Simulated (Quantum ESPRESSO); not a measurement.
# Where does O sit best among Se sites?

These are calculations, not measurements. They come from pw.x of Quantum ESPRESSO 7.5, a plane-wave density functional program, with PseudoDojo standard norm-conserving files (v0.5 for PBE, v0.4.1 for LDA and PBEsol). The cells are made up: elements, strain and atom displacements were drawn at random, and nothing was relaxed. There is no spin polarisation, spin-orbit coupling or dispersion term.

The cell has 8 sites of a zincblende or diamond lattice. Sites 1 to 4 hold Ga Mg Mg Zn; sites 5 to 8 hold X X X X. Cell vectors in Å: (5.978, -0.072, 0.006); (-0.072, 5.894, 0.092); (0.006, 0.092, 5.977). Settings: PBE, cutoff 1170 eV, 6 x 6 x 6 k mesh shifted by half a step, Fermi-Dirac smearing of 0.1 eV.

In each run one of the sites marked X holds O and the others hold Se; cell and positions stay the same. E is the free energy of the cell.

| site of the guest | first shell | mean distance (Å) | E above the lowest (eV) | P (GPa) | force on the guest (eV/Å) |
| --- | --- | --- | --- | --- | --- |
| 5 | GaMg2Zn | 2.683 | 1.144 | -2.37 | 0.378 |
| 6 | GaMg2Zn | 2.521 | 0.000 | -4.38 | 0.525 |
| 7 | GaMg2Zn | 2.569 | 0.504 | -3.58 | 0.560 |
| 8 | GaMg2Zn | 2.557 | 0.207 | -3.93 | 0.466 |

A rerun of one of these cells at 1467 eV and k mesh 8 x 8 x 8 moved values by no more than 0.002 eV in the cell's energy, 0.02 GPa in stress and 0.010 eV/Å in force.

## Reading the table

Site 6 is lowest, by 0.207 eV, over three times the rerun's bound. A straight line of energy against the mean distance has a slope of 7.0 ± 1.0 eV/Å, so the guest costs less on the tighter sites. The positions are random and not relaxed, so the differences hold for this frozen cell and are not site preferences of a real crystal.